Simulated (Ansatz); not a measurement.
**Vibrational response of ZrRe2**

All numbers below come from DFT PBEsol, scalar-relativistic, plane waves, PAW (Ansatz 0.2.0). Settings: 420 eV plane-wave cutoff, Γ-centred 9×9×4 mesh, Fermi-Dirac smearing of 0.15 eV. No spin polarisation. Phonons by linear response, acoustic sum rule imposed.

Equilibrium structure at this level:
```yaml
crystal:
  lattice:
    - [5.24871, 0.00000, 0.00000]
    - [-2.62436, 4.54552, 0.00000]
    - [0.00000, 0.00000, 8.59446]
  atoms:
    - { symbol: Zr, position: [0.33333, 0.66667, 0.06177] }
    - { symbol: Zr, position: [0.66667, 0.33333, 0.56177] }
    - { symbol: Zr, position: [0.33333, 0.66667, 0.43823] }
    - { symbol: Zr, position: [0.66667, 0.33333, 0.93823] }
    - { symbol: Re, position: [0.82881, 0.65763, 0.25000] }
    - { symbol: Re, position: [0.17119, 0.82881, 0.75000] }
    - { symbol: Re, position: [0.34237, 0.17119, 0.25000] }
    - { symbol: Re, position: [0.17119, 0.34237, 0.75000] }
    - { symbol: Re, position: [0.82881, 0.17119, 0.25000] }
    - { symbol: Re, position: [0.65763, 0.82881, 0.75000] }
    - { symbol: Re, position: [0.00000, 0.00000, 0.00000] }
    - { symbol: Re, position: [0.00000, 0.00000, 0.50000] }
```

In a metal, frequencies and elastic constants depend on the k mesh and the smearing, soft modes and shear constants most. Spin–orbit coupling is left out, which can shift energies with elements as heavy as these.

Problem. Is this structure stable against zone-centre distortions?

Solution. Yes, at Γ: no optical mode is imaginary. Strains and other wave vectors aren't tested by this run.

Problem. List the optical modes at Γ (i marks imaginary ones).

Solution.
```
frequency (cm⁻¹) degeneracy
              80           2
              84           2
             116           1
             119           2
             121           1
             125           2
             126           1
             126           2
             138           2
             139           2
             141           1
             146           1
             159           1
             169           1
             171           2
             178           2
             186           1
             187           2
             205           2
             211           1
             236           1
             248           1
```

Cost: 1 run of about 37 core-minutes, on Arm Neoverse V2 (shared hosts).